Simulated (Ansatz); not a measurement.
Given:

SnO2:
Space group P4₂/nmc, origin choice 1 (No. 137); a = b = 3.5494 Å, c = 5.4285 Å, α = β = γ = 90.00°

| atom | site | symmetry | x | y | z |
|---|---|---|---|---|---|
| Sn | 2a | -4m2 | 0.0000 | 0.0000 | 0.0000 |
| O | 4d | 2mm. | 0.0000 | 0.5000 | 0.1772 |

This is the r²SCAN-relaxed structure.

### Question
All from DFT-r²SCAN in the program Ansatz with PAW potentials, unless another level is named. Estimate the band gap.

### Answer
1.70 eV (indirect).

### Question
And the formation energy from the elements (no fitted shifts)?

### Answer
-1.66 eV/atom.

### Question
Give the weight of the conduction-edge state by species (Voronoi cells).

### Answer
O 55 %, Sn 45 %.

### Question
Predict the valence-band maximum.

### Answer
at M.

### Question
Give the weight of the valence-edge state by species (Voronoi cells).

### Answer
O 96 %, Sn 4 %.

Space group P4_2/nmc. The cell is a constructed one: a structure type filled with these elements; neither database checked (COD, Materials Project) lists it. It is not the phase usual at ambient conditions (space group No. 136). The cell was relaxed with r²SCAN under the symmetry of its start. At this level the phase is mechanically unstable. The references are the lowest solids computed at this level, not always the standard phases (solids in place of the gases). Spin–orbit coupling is left out wherever it is not named.

Potentials: the later of the program's two PAW sets.
